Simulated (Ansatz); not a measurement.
A relaxed database cell of VIr3: P6₃/mmc (No. 194), hP8; a = b = 5.4015 Å, c = 4.3100 Å, α = β = 90.00°, γ = 120.00°; V 2c (0.333, 0.667, 0.250); Ir 6h (0.335, 0.167, 0.250). These are PBEsol (plane waves to 420 eV, PAW, scalar-relativistic; Ansatz, an electronic-structure program) values and carry that method's errors. Element references, the lowest calculated here: Ir (Fm-3m), V (Im-3m).

Problem. Predict the formation energy of this P6₃/mmc form of VIr3 from the elements from PBEsol.

Solution. -0.52 eV/atom.

A lower structure of this composition may exist.

Static energies, no anion corrections, no zero-point energy. Values are rounded to 0.01 eV/atom. Not shown to be the ambient phase of their composition (a lower form may be missing, and a cell relaxed within its start's symmetry can be a saddle point): VIr3 (P6₃/mmc). Spin-orbit coupling is missing from these energies, which matters for elements this heavy. The compounds carry no spin polarisation.
